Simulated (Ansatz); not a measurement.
HfO$_{2}$:
```
CELL_PARAMETERS angstrom
      3.57679     0.00000     0.00000
      0.00000     3.57679     0.00000
      0.00000     0.00000     5.20265
ATOMIC_POSITIONS crystal
  Hf 0.00000 0.00000 0.00000
  Hf 0.50000 0.50000 0.50000
  O  0.00000 0.50000 0.19615
  O  0.00000 0.50000 0.69615
  O  0.50000 0.00000 0.30385
  O  0.50000 0.00000 0.80385
```

Relaxed with r²SCAN. Special points in fractions of this cell's reciprocal vectors: Γ (0.000, 0.000, 0.000); X (0.000, 0.500, 0.000); M (0.500, 0.500, 0.000); Z (0.000, 0.000, 0.500); R (0.000, 0.500, 0.500); A (0.500, 0.500, 0.500).

**Question.** List the band energies nearest the valence-band maximum at these points for r²SCAN in the plane-wave PAW code Ansatz.

**Answer.** In eV from the valence-band maximum; about four levels below and three above (degenerate sets whole), none deeper than 8.9 eV; points with the same levels are listed once.

```
k                    below                above
-  -----------------------  -------------------
Γ  -0.67 -0.14 -0.07 -0.07       5.27 5.29 6.51
X  -1.42 -1.42 -0.15 -0.15  5.63 5.63 6.66 6.66
M  -0.77 -0.77 -0.51 -0.51  6.30 6.30 6.64 6.64
Z    -0.69 -0.69 0.00 0.00  5.92 5.92 6.23 6.23
R  -1.40 -1.40 -0.94 -0.94  5.77 5.77 6.16 6.16
A  -1.45 -1.45 -0.02 -0.02  6.46 6.46 6.83 6.83
```

Space group P4_2/nmc. This is a known high-temperature phase of the composition, computed here at zero pressure and temperature. Symmetry was held in the r²SCAN relaxation; whether a distortion lowers the energy is not shown. The run is not spin-polarised. Scalar-relativistic: spin–orbit coupling is off unless named, which matters more the heavier the elements.

Potentials: the later of the program's two PAW sets.
